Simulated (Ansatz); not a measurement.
# fluorite-structured EuS2

The computed numbers are results of PBEsol, scalar-relativistic (collinear spin) in the plane-wave PAW code Ansatz at 420 eV, 8×8×8 k-mesh, Gaussian smearing of 0.05 eV. The datasets are Ansatz's generated set soft_2.

```
CELL_PARAMETERS angstrom
0.00000 3.25924 3.25924
3.25924 0.00000 3.25924
3.25924 3.25924 0.00000
ATOMIC_POSITIONS crystal
Eu 0.00000 0.00000 0.00000
S 0.25000 0.25000 0.25000
S 0.75000 0.75000 0.75000
```

The cell came from substitution into a structure type; whether the compound takes it is for experiment to say.

Magnetic state: ferromagnetic, site spin moments Eu 6.27; S -0.26 μB.

The cell above was scaled in volume, its shape and atoms being fixed by the lattice's symmetry. Energies are counted from the cell above.

The cell is relaxed to zero pressure at this level.

```csv
V (Å³/atom),ΔE (meV/atom),P (GPa),largest moment (μB)
22.16,7.8,2.8,6.24
22.62,1.9,1.3,6.25
23.08,0.0,0.0,6.27
23.54,1.7,-1.1,6.28
24.00,6.5,-2.2,6.30
```

Q: What do the points give for the equilibrium volume, the bulk modulus and its pressure derivative (third-order Birch–Murnaghan)?

A: V0 = 23.09 Å³/atom, B0 = 62 GPa, B0′ = 4.3.

B0·V0 = 61.7 GPa × 23.09 Å³ = 8.89 eV/atom sets the scale: near the minimum ΔE ≈ ½ B0 V0 x², with x = V/V0 − 1, and a pressure of 0.6 GPa squeezes the volume by about 1 %. At the ends of the curve: x = −4.0 % predicts 7.2 meV/atom and the run gives 7.8; x = +4.0 % predicts 7.0 meV/atom and the run gives 6.5. The curve is steeper than the parabola on the compressed side and flatter on the expanded side: the bulk modulus rises with pressure.

Without a U the 4f levels of Eu lie too near the Fermi level, so their share of the states there, and what hangs on it, is overstated. Scalar-relativistic only: spin–orbit splittings of the heavy atoms' levels are missing. The run wasn't fully tested for a lower electronic state. Site moments are of spin, integrated over atomic spheres. No antiparallel order was tried. The run is a metal.
